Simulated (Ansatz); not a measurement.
SrCd (CsCl type, Pm-3m), r²SCAN (plane waves, PAW; program Ansatz), all energies at zero smearing, with the estimated change up to a 700 eV cutoff added, with one set of potentials and settings (totals compare only within such a set). Cell of 2 atoms (1 Sr, 1 Cd): -11823.990 eV.

```
element                reference phase  E (eV/atom)
-------  -----------------------------  -----------
Sr       P6_3/mmc, 2 atoms in the cell   -3555.1144
Cd       P6_3/mmc, 2 atoms in the cell   -8268.1834
```

Formation energy per atom, worked out: (-11823.990 − 1×(-3555.1144) − 1×(-8268.1834))/2 = -0.346 eV/atom (-33 kJ per mol of atoms), at 0 K, without zero-point energy or fitted corrections.

The workflow started from an entry of the Crystallography Open Database (COD). Its standing as an ambient phase is unchecked. Symmetry was held in the r²SCAN relaxation; whether a distortion lowers the energy is not shown. The references are the lowest solids computed at this level, not always the standard phases.

Potentials: the later of the program's two PAW sets.
